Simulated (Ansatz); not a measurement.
## Phonons of PbSe (Fm-3m)

```
Pb Se
1.0
     0.00000    3.02043    3.02043
     3.02043    0.00000    3.02043
     3.02043    3.02043    0.00000
Pb Se
1 1
Direct
  0.00000 0.00000 0.00000
  0.50000 0.50000 0.50000
```

Conventional cell: a = 6.041 Å, b = 6.041 Å, c = 6.041 Å, α = 90.00°, β = 90.00°, γ = 90.00°. Around Pb (atom 1) lie 6 Se at 3.02 Å. Se (atom 2) is surrounded by 6 Pb at 3.02 Å.

Unless marked otherwise, the numbers come from LDA, all-electron LAPW in Ansatz 0.2.0, scalar-relativistic. k mesh 10×10×10, Fermi-Dirac smearing of 0.080 eV, basis error target 1 meV/atom. The cell was relaxed by PAW under this functional.

Atoms are displaced by 0.01 Å in the smallest supercells that hold the wave vectors of a 2×2×2 mesh. Negative values stand for unstable modes.

Task: What are the phonon energies at the solved wave vectors, in THz?

Result: 

```json
{"q": "0.000 0.000 0.000", "point": "Gamma", "modes (THz)": "1.64 (×3)"}
{"q": "0.500 0.000 0.000", "point": "L", "modes (THz)": "1.73 (×2), 3.06, 3.86 (×2), 4.40"}
{"q": "0.500 0.500 0.000", "point": "X", "modes (THz)": "1.04 (×2), 1.52, 2.55 (×2), 2.77"}
```

Task: Is the structure dynamically stable at these wave vectors?

Result: Yes, no mode is unstable there; wave vectors off this mesh aren't tested.

Task: How do the optical zone-centre modes decompose, and which are active?

Result: Point group m-3m: Γ_opt = T1u.

```
label   THz  activity     mostly
  T1u  1.64        IR  Se (72 %)
```

In a metal the activity is that of symmetry alone; free carriers screen the infrared modes.

Task: How well do frozen-core PAW files reproduce these all-electron values?

Result: With a cutoff of 420 eV and displacements of 0.0025 Å, the r.m.s. difference over the modes is 0.0 cm⁻¹; the largest difference is 54.5 (PAW) against 54.6 cm⁻¹ (LAPW).

Task: The cell is scaled evenly to 54.009 and 56.213 Å³ (from 55.111), with free atoms relaxed and the shape held. What are the mode Grüneisen parameters γ = −d ln ω/d ln V?

Result: For the highest mode, 150.7 cm⁻¹ in the small cell and 142.8 in the large one give γ ≈ 1.35. From the change of the dynamical matrix on each mode:

```csv
point,cm⁻¹,γ
L,57.7,2.54
L,102.2,1.24
L,128.9,1.83
L,146.7,1.34
X,34.7,0.25
X,50.6,1.06
X,85.0,4.56
X,92.4,3.68
```

Keep in mind: the gap is closed or tiny at this level, so small that the run used smearing; responses move with mesh and smearing; no spin-orbit coupling on heavy atoms; the frozen-core PAW files of the compared runs were fitted under PBE, their cores solved anew for this functional; responses of metals move with mesh and smearing; modes that are unstable or so soft that |γ| passes 8 are left out of the Grüneisen table, since γ diverges as ω goes to zero.
